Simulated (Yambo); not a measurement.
ZnSe (zinc blende, space group F-43m, No. 216), G0W0@PBE in Yambo with this input:

```
rim_cut
gw0
dyson
el_el_corr
HF_and_locXC
ppa
em1d
RandQpts= 1000000
RandGvec= 1 Ry
EXXRLvcs= 104 Ry
VXCRLvcs= 416 Ry
Chimod= "HARTREE"
% BndsRnXp
 14 | 208 |
%
NGsBlkXp= 15 Ry
% LongDrXp
 1.0 | 1.0 | 1.0 |
%
PPAPntXp= 27.2114 eV
% GbndRnge
 1 | 208 |
%
GTermKind= "BG"
DysSolver= "n"
ExtendOut
```

On a 4×4×4 mesh, with wavefunctions cut at 104 Ry, the gap (Γ → Γ) is 2.186 eV and the valence edge shifts by -0.700 eV.

Q: What happens with this change: wavefunctions cut at 30 Ry?

A: The gap rises by 0.060 eV, to 2.246 eV; the shift of the valence edge becomes -0.539 eV. Neither run is shown to be the converged limit.

Spin-orbit coupling is not included.

Geometry relaxed with PBEsol; primitive cell a = 3.9830 Å, b = 3.9830 Å, c = 3.9830 Å, α = 60.00°, β = 60.00°, γ = 60.00°.

A shift is the quasiparticle energy of the state minus its PBE energy.

The potentials are those of PseudoDojo's stringent table.
